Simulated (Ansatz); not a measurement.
What moves the field gradients of Ca2Nb2O6F?

Cell of run 1: a COD entry whose atoms were relaxed with PBE, the cell held.

```cif
data_Ca2Nb2O6F
_symmetry_space_group_name_H-M 'Fd-3m:1'
_symmetry_Int_Tables_number 227
_cell_length_a 10.4280
_cell_length_b 10.4280
_cell_length_c 10.4280
_cell_angle_alpha 90.000
_cell_angle_beta 90.000
_cell_angle_gamma 90.000
loop_
_atom_site_label
_atom_site_type_symbol
_atom_site_symmetry_multiplicity
_atom_site_Wyckoff_symbol
_atom_site_fract_x
_atom_site_fract_y
_atom_site_fract_z
Ca Ca 16 d 0.1250 0.1250 0.6250
Nb Nb 16 c 0.6250 0.6250 0.1250
O O 48 f 0.2950 0.5000 0.0000
F F 8 b 0.0000 0.0000 0.5000
```

One atom of each set is listed; the run and its k-mesh use a cell of 22 atoms with edges of 7.37, 7.37, 7.37 Å.

All runs are DFT with Ansatz 0.2.0 (plane waves and PAW, scalar-relativistic unless spin–orbit coupling is named, Γ-centred meshes, Fermi–Dirac smearing where given) in this cell.

Run 1: PBE, atoms relaxed; 420 eV, 6×6×6 k-points, smearing 0.05 eV.
Run 2: r2SCAN, at the relaxed atoms; 500 eV, 6×6×6 k-points, smearing 0.05 eV.
Run 3: PBE with spin–orbit coupling, at the relaxed atoms; 420 eV, 6×6×6 k-points, smearing 0.05 eV.

```json
{"run": "1", "Ca V_zz (η)": "-0.89 (0.00)", "Nb V_zz (η)": "9.11 (0.00)", "O V_zz (η)": "-0.63 (0.75)"}
{"run": "2", "Ca V_zz (η)": "?", "Nb V_zz (η)": "?", "O V_zz (η)": "?"}
{"run": "3", "Ca V_zz (η)": "-0.88 (0.00)", "Nb V_zz (η)": "9.05 (0.00)", "O V_zz (η)": "-0.65 (0.75)"}
```

V_zz in 10²¹ V/m²; 3 of the 4 sets of like atoms are followed.

**Question.** Estimate the row of run 2.

**Answer.** Ca: -0.94 (0.00); Nb: 8.54 (0.00); O: -0.69 (0.54). It lies nearest to run 3, from whose tensors on these sites it differs by 0.51 at most (largest principal value of the difference, on Nb). Taken one at a time, the functional (r2SCAN with its higher cutoff) moves the tensors on these sites by up to 0.58 (largest principal value of the change, on Nb), spin–orbit coupling by 0.07 (Nb).

Semilocal functionals can leave a metal where correlation in the d or f shell opens a gap in the real compound, and that would change the values at and beside Nb. The database positions were far from equilibrium, so the relaxed structure may not be the compound's real one. In runs 1, 2, 3 there is no gap above 0.1 eV, so the gradients can move by 10 % or more with the k-mesh.
